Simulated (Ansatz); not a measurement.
ZnAu:
```xyz
2
Lattice="3.1866 0.0000 0.0000 0.0000 3.1866 0.0000 0.0000 0.0000 3.1866" Properties=species:S:1:pos:R:3 pbc="T T T"
Au     0.0000     0.0000     0.0000
Zn     1.5933     1.5933     1.5933
```

Relaxed with PBE. Special points in fractions of this cell's reciprocal vectors: Γ (0.000, 0.000, 0.000); X (0.000, 0.500, 0.000); M (0.500, 0.500, 0.000); R (0.500, 0.500, 0.500).

Question: List the band energies nearest the Fermi level at these points for plane-wave PAW PBE with spin–orbit coupling (Ansatz code).

Answer: In eV from the Fermi level; about four levels below and three above (degenerate sets whole), none deeper than 8.9 eV; points with the same levels are listed once.

| k | below | above |
|---|---|---|
| Γ | -3.83 -3.83 -3.83 -3.83 -3.11 -3.11 | 4.02 4.02 5.17 5.17 5.17 5.17 |
| X | -3.62 -3.62 -2.29 -2.29 | 9.71 9.71 10.23 10.23 |
| M | -2.28 -2.28 -1.67 -1.67 | 0.66 0.66 2.27 2.27 |
| R | -3.07 -3.07 -3.07 -3.07 | 1.22 1.22 2.48 2.48 |

Space group Pm-3m (CsCl type). The PBE relaxation kept the symmetry of its start; of distortions, only those at the zone centre were tested.

Potentials: the later of the program's two PAW sets.
